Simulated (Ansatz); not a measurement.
## Y3Ir: a ladder of calculations

Cell of run 1: a computed structure from the Materials Project (it need not be an observed phase), taken as it stands.

```cif
data_Y3Ir
_symmetry_space_group_name_H-M 'Pnma'
_symmetry_Int_Tables_number 62
_cell_length_a 7.2614
_cell_length_b 9.2846
_cell_length_c 6.4582
_cell_angle_alpha 90.000
_cell_angle_beta 90.000
_cell_angle_gamma 90.000
loop_
_atom_site_label
_atom_site_type_symbol
_atom_site_symmetry_multiplicity
_atom_site_Wyckoff_symbol
_atom_site_fract_x
_atom_site_fract_y
_atom_site_fract_z
Y1 Y 4 c 0.0383 0.2500 0.6307
Y5 Y 8 d 0.1741 0.0646 0.1768
Ir Ir 4 c 0.3852 0.2500 0.4615
```

One atom of each set is listed.

Relaxed positions (PBE, cell held):

Y1 (0.0362, 0.2500, 0.6318)
Y5 (0.1752, 0.0634, 0.1747)
Ir (0.3838, 0.2500, 0.4583)

All runs are DFT with Ansatz 0.2.0 (plane waves and PAW, scalar-relativistic unless spin–orbit coupling is named, Γ-centred meshes, Fermi–Dirac smearing where given) in this cell.

Run 1: PBE, atoms as given; 420 eV, 5×4×5 k-points, smearing 0.05 eV.
Run 2: PBE, atoms relaxed; 420 eV, 5×4×5 k-points, smearing 0.05 eV.
Run 3: r2SCAN, at the relaxed atoms; 500 eV, 5×4×5 k-points, smearing 0.05 eV.

| run | Y1 V_zz (η) | Y5 V_zz (η) | Ir V_zz (η) |
| --- | --- | --- | --- |
| 1 | -7.58 (0.49) | -5.74 (0.96) | 17.55 (0.43) |
| 2 | ? | ? | ? |
| 3 | -7.37 (0.66) | -5.84 (0.91) | 20.0 (0.45) |

V_zz in 10²¹ V/m².

(1) Estimate the row of run 2.

## Answers

(1) Y1: -7.61 (0.53); Y5: -5.71 (0.99); Ir: 16.68 (0.47). It lies nearest to run 1, from whose tensors on these sites it differs by 1.28 at most (largest principal value of the difference, on Ir). Taken one at a time, the functional (r2SCAN with its higher cutoff) moves the tensors on these sites by up to 3.38 (largest principal value of the change, on Ir), the positions of the atoms (as given or relaxed) by 1.28 (Ir).

Leaving out spin–orbit coupling shifts gradients on Ir by a few per cent in wide-gap crystals, and can shift them far more where the calculated gap is small or absent, as here. In runs 1, 2, 3 there is no gap above 0.1 eV, so the gradients can move by 10 % or more with the k-mesh.
